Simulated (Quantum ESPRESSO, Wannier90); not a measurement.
Wannier functions of Hf (hcp (Mg type))

Materials Project entry mp-103; symmetrised, unrelaxed at this level. This is the element's usual structure. Method: PBEsol plane waves in Quantum ESPRESSO 7.5 (PseudoDojo norm-conserving files, 47 Ry, spinors with spin-orbit coupling), Bloch states on a 6×6×4 mesh through Γ, Wannier90 4.0.1. Density: 18×18×8 mesh, cold smearing 0.01 Ry.

On the energy scale of pw.x, whose zero is arbitrary, the Fermi level lies at 14.53 eV.

Input w.win:

```
num_bands = 8
num_wann = 8
exclude_bands = 1-8,17-74
spinors = true
num_iter = 1000
conv_tol = 1.0e-6
conv_window = 4
write_hr = true
write_u_matrices = true
auto_projections = true
begin unit_cell_cart
ang
    3.1923799227    0.0000000000    0.0000000000
   -1.5961899613    2.7646821116    0.0000000000
    0.0000000000    0.0000000000    5.0450400000
end unit_cell_cart
begin atoms_frac
Hf   0.3333333333 -0.3333333333  0.2500000000
Hf  -0.3333333333  0.3333333333 -0.2500000000
end atoms_frac
mp_grid = 6 6 4
begin kpoints
0.0000000000 0.0000000000 0.0000000000
0.0000000000 0.0000000000 0.2500000000
0.0000000000 0.0000000000 0.5000000000
... (141 more lines: the 6x6x4 mesh through Gamma)
end kpoints
```

Input of pw2wannier90.x that gives the overlap and projection files (equivalent; here they were cut from one run over all bands):

```
&inputpp
  outdir = './out'
  prefix = 'pwscf'
  seedname = 'w'
  write_amn = .true.
  write_mmn = .true.
  scdm_proj = .true.
  scdm_entanglement = 'isolated'
/
```

Output w.wout (banner and timings cut):

```
                                    ------
                                    SYSTEM
                                    ------

                              Lattice Vectors (Ang)
                    a_1     3.192380   0.000000   0.000000
                    a_2    -1.596190   2.764682   0.000000
                    a_3     0.000000   0.000000   5.045040

                   Unit Cell Volume:      44.52710  (Ang^3)

                        Reciprocal-Space Vectors (Ang^-1)
                    b_1     1.968182   1.136331  -0.000000
                    b_2     0.000000   2.272661   0.000000
                    b_3     0.000000  -0.000000   1.245418

 *----------------------------------------------------------------------------*
 |   Site       Fractional Coordinate          Cartesian Coordinate (Ang)     |
 +----------------------------------------------------------------------------+
 | hf   1   0.33333  -0.33333   0.25000   |    1.59619  -0.92156   1.26126    |
 | hf   2  -0.33333   0.33333  -0.25000   |   -1.59619   0.92156  -1.26126    |
 *----------------------------------------------------------------------------*
                                ------------
                                K-POINT GRID
                                ------------

             Grid size =  6 x  6 x  4      Total points =  144

 *---------------------------------- MAIN ------------------------------------*
 |  Number of Wannier Functions               :                 8             |
 |  Number of Objective Wannier Functions     :                 8             |
 |  Number of input Bloch states              :                 8             |
 |  Output verbosity (1=low, 5=high)          :                 1             |
 |  Timing Level (1=low, 5=high)              :                 1             |
 |  Optimisation (0=memory, 3=speed)          :                 3             |
 |  Length Unit                               :               Ang             |
 |  Post-processing setup (write *.nnkp)      :                 F             |
 |  Using Gamma-only branch of algorithms     :                 F             |
 *----------------------------------------------------------------------------*
 *------------------------------- WANNIERISE ---------------------------------*
 |  Total number of iterations                :              1000             |
 |  Number of CG steps before reset           :                 5             |
 |  Trial step length for line search         :             2.000             |
 |  Convergence tolerence                     :         0.100E-05             |
 |  Convergence window                        :                 4             |
 |  Iterations between writing output         :                 1             |
 |  Iterations between backing up to disk     :               100             |
 |  Write r^2_nm to file                      :                 F             |
 |  Write xyz WF centres to file              :                 F             |
 |  Write on-site energies <0n|H|0n> to file  :                 F             |
 |  Use guiding centre to control phases      :                 F             |
 |  Use phases for initial projections        :                 F             |
 *----------------------------------------------------------------------------*
 *-------------------------------- PLOTTING ----------------------------------*
 |  Plotting Hamiltonian in WF basis          :                 T             |
 *----------------------------------------------------------------------------*

       ... (k-mesh section left out)

 Starting a new Wannier90 calculation ...

 Reading overlaps from w.mmn

 Reading projections from w.amn

 *------------------------------- WANNIERISE ---------------------------------*
 +--------------------------------------------------------------------+<-- CONV
 | Iter  Delta Spread     RMS Gradient      Spread (Ang^2)            |<-- CONV
 +--------------------------------------------------------------------+<-- CONV

 ------------------------------------------------------------------------------
 Initial State
  WF centre and spread    1  (  1.570182, -0.864193,  1.261522 )     3.62565017
  WF centre and spread    2  ( -1.570550,  0.858798, -1.271992 )     4.53043322
  WF centre and spread    3  (  1.579296, -0.884171,  1.262218 )     2.64726018
  WF centre and spread    4  ( -1.587155,  0.900663, -1.265693 )     2.13033720
  WF centre and spread    5  ( -1.585121,  0.897494, -1.265451 )     2.39218555
  WF centre and spread    6  ( -1.611077, -0.890308,  1.261137 )     2.40713449
  WF centre and spread    7  ( -1.545488,  0.766088, -1.297788 )     8.36488000
  WF centre and spread    8  (  1.499014, -0.740293,  1.284136 )     8.46071696
  Sum of centres and spreads ( -3.250898,  0.044079, -0.031911 )    34.55859776

      0     0.346E+02     0.0000000000       34.5585977521  <-- CONV
        O_D=      6.3250847 O_OD=     23.3101355 O_TOT=     34.5585978 <-- SPRD
 ------------------------------------------------------------------------------
      1    -0.376E+00     2.0490344963       34.1827493487  <-- CONV
        O_D=      5.9900100 O_OD=     23.2693618 O_TOT=     34.1827493 <-- SPRD
      2    -0.160E+01     1.6358928282       32.5835572798  <-- CONV
        O_D=      4.6998519 O_OD=     22.9603278 O_TOT=     32.5835573 <-- SPRD
      3    -0.149E+01     1.0577729763       31.0893234914  <-- CONV
        O_D=      4.0582381 O_OD=     22.1077078 O_TOT=     31.0893235 <-- SPRD
      4    -0.775E+00     1.1656241524       30.3141997522  <-- CONV
        O_D=      3.6474365 O_OD=     21.7433857 O_TOT=     30.3141998 <-- SPRD
      5    -0.718E+00     1.3220422660       29.5966847691  <-- CONV
        O_D=      3.1254693 O_OD=     21.5478379 O_TOT=     29.5966848 <-- SPRD
       ... (lines left out)
     31    -0.698E-07     0.0003143799        4.9282008038  <-- CONV
        O_D=      0.0000064 O_OD=      0.0048168 O_TOT=      4.9282008 <-- SPRD
     32    -0.261E-07     0.0001582939        4.9282007777  <-- CONV
        O_D=      0.0000064 O_OD=      0.0048168 O_TOT=      4.9282008 <-- SPRD
     33    -0.153E-07     0.0000923525        4.9282007624  <-- CONV
        O_D=      0.0000064 O_OD=      0.0048168 O_TOT=      4.9282008 <-- SPRD
             <<<     Delta < 1.000E-06  over  4 iterations     >>>
             <<< Wannierisation convergence criteria satisfied >>>
 Final State
  WF centre and spread    1  (  1.596319, -0.921536,  1.261260 )     0.61566502
  WF centre and spread    2  ( -1.596296,  0.921512, -1.261260 )     0.61556288
  WF centre and spread    3  (  1.596095, -0.921461,  1.261260 )     0.61669279
  WF centre and spread    4  ( -1.596109,  0.921471, -1.261260 )     0.61683667
  WF centre and spread    5  ( -1.596091,  0.921701, -1.261260 )     0.61587614
  WF centre and spread    6  ( -1.596305, -0.921675,  1.261260 )     0.61589902
  WF centre and spread    7  ( -1.596264,  0.921559, -1.261260 )     0.61580514
  WF centre and spread    8  (  1.596271, -0.921571,  1.261260 )     0.61586311
  Sum of centres and spreads ( -3.192380, -0.000000, -0.000000 )     4.92820077

         Spreads (Ang^2)       Omega I      =     4.923377554
        ================       Omega D      =     0.000006421
                               Omega OD     =     0.004816787
    Final Spread (Ang^2)       Omega Total  =     4.928200762
```
